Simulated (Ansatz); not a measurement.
This Pr2F3 structure is the end of a relaxation. The cell was found from a structure generator's guess, not taken from experiment.

Method: Ansatz 0.2.0, DFT PBE, scalar-relativistic, plane waves, PAW, and for the lanthanide a 4f-in-core norm-conserving potential. Cutoff 660 eV, Γ-centred mesh, Gaussian smearing, no spin polarisation.

```
Pr F
1.0
     3.39132    0.00000    0.00000
     0.00000    3.39132    0.00000
     0.00000    0.00000    7.78344
Pr F
2 3
Direct
  0.50000 0.50000 0.22234
  0.50000 0.50000 0.77766
  0.00000 0.00000 0.32390
  0.00000 0.00000 0.67610
  0.00000 0.00000 0.00000
```

Formation energies are uncorrected and refer to the elements' standard structures at the same level (F₂ as a molecule).

Q: Find its symmetry and describe it.

A: P4/mmm (No. 123). Conventional cell: a = 3.391 Å, c = 7.783 Å. Pr is surrounded by 4 F at 2.52 Å and 4 F at 2.96 Å; F on a site of symmetry 4mm is surrounded by 1 F at 2.52 Å, 4 Pr at 2.52 Å and 1 F at 2.74 Å; F on a site of symmetry 4/mmm has 2 F at 2.52 Å (long against the sum of covalent radii).

Q: How far does it lie from the elements in energy?

A: −2.55 eV/atom.

Q: Is it a metal?

A: Yes, bands cross the Fermi level on the 12×12×6 mesh.

The last run used a 12×12×6 mesh (in the run's order of axes) for its 5-atom cell and Gaussian smearing of 0.10 eV. An odd number of valence electrons (the lanthanide is held trivalent, its 4f shell in the core) allows no gap without spin; another valence of the lanthanide, a larger cell or a magnetic state could open one. Symmetry constrained the relaxation, so the result can be a saddle point. Another cell of Pr2F3 relaxed alike, in P-4m2, lies 300 meV/atom lower, so this cell isn't the stable form at this level.

The lanthanide is trivalent by construction, without f bands, f moments or other valences. The reference runs of the other elements, and any phases without the lanthanide, used 420 eV, which shifts energies against them by under 10 meV/atom. The lanthanide's reference is the lowest of its hcp, dhcp and fcc cells.
